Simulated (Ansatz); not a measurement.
# Is this ScTa₂ structure a true minimum?

The structure comes from a generated guess, relaxed at this level; another structure or a mixture of phases may lie lower.

Method: DFT PBE, scalar-relativistic, plane waves, PAW (Ansatz 0.2.0). Settings: cutoff 420 eV, Γ-centred mesh 12×12×16 on the computed 3-atom cell, Gaussian smearing of 0.10 eV; no spin polarisation.

The cell below (3 atoms, space group P6/mmm (No. 191)) is relaxed within its symmetry.

```xyz
3
Lattice="4.8553 0.0000 0.0000 -2.4277 4.2048 0.0000 0.0000 0.0000 2.9259" Properties=species:S:1:pos:R:3 pbc="T T T"
Sc    0.0000    0.0000    0.0000
Ta    2.4277    1.4016    1.4629
Ta    0.0000    2.8032    1.4629
```

For the test a repeat of it with 6 atoms (edges 2.93, 4.86, 8.41 Å) was strained at random (σ = 1.5 % a component), the atoms were moved at random (σ = 0.10 Å), and all was relaxed again on a coarse 8×4×4 mesh (in the run’s order of axes) with 0.20 eV smearing, with no symmetry imposed.

These runs have no spin–orbit coupling, which can matter for Ta.

Q: Is the structure stable against such a distortion?

A: It returns, within 1 meV/atom of the unmoved cell on that mesh and with the same symmetry when read at 0.1 Å (Pm at 0.01 Å, so small strains and shifts remain). So it is stable against the distortions that fit this cell and that this random move excites. Modes that don't fit the cell aren't tested.
